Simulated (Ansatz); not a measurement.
Values for one crystal, relaxed and computed with LDA (plane waves, PAW; program Ansatz); other levels are named.

- Volume per atom = 14.91 Å³
- Electronic character = metallic (no gap)
- Bulk modulus (Birch–Murnaghan fit) = 296 GPa
- Mechanical stability = unstable (C has a negative eigenvalue)
- Density of states at the Fermi level = 0.92 states/eV per atom (mean over ±0.08 eV)
- Pressure derivative B′ = 5.3
- Elastic constants (relaxed ions, GPa) = C11 = 217, C12 = 336, C44 = 185

Which compound is it?
(A) Pt, bcc (W type)
(B) Ca, hcp (Mg type)
(C) Ga, P2_1/m (Ga on 2e)
(D) Ba, fcc (Cu type)

A, Pt, bcc (W type)

Space group Im-3m (bcc (W type)). The workflow started from a Materials Project entry (that database holds measured and hypothetical structures alike); the Crystallography Open Database copy checked does not list it. It is not the phase usual at ambient conditions (space group No. 225). The LDA relaxation kept the symmetry of its start. No spin polarisation was allowed. As this level gives no gap, shear constants depend on the k-mesh and smearing (Fermi–Dirac, 0.1 eV here). On the denser mesh and wider smearing of the elastic run this cell carries a stress of 0.4 GPa. Scalar-relativistic: spin–orbit coupling is off unless named, which matters more the heavier the elements.

Potentials: the later of the program's two PAW sets.
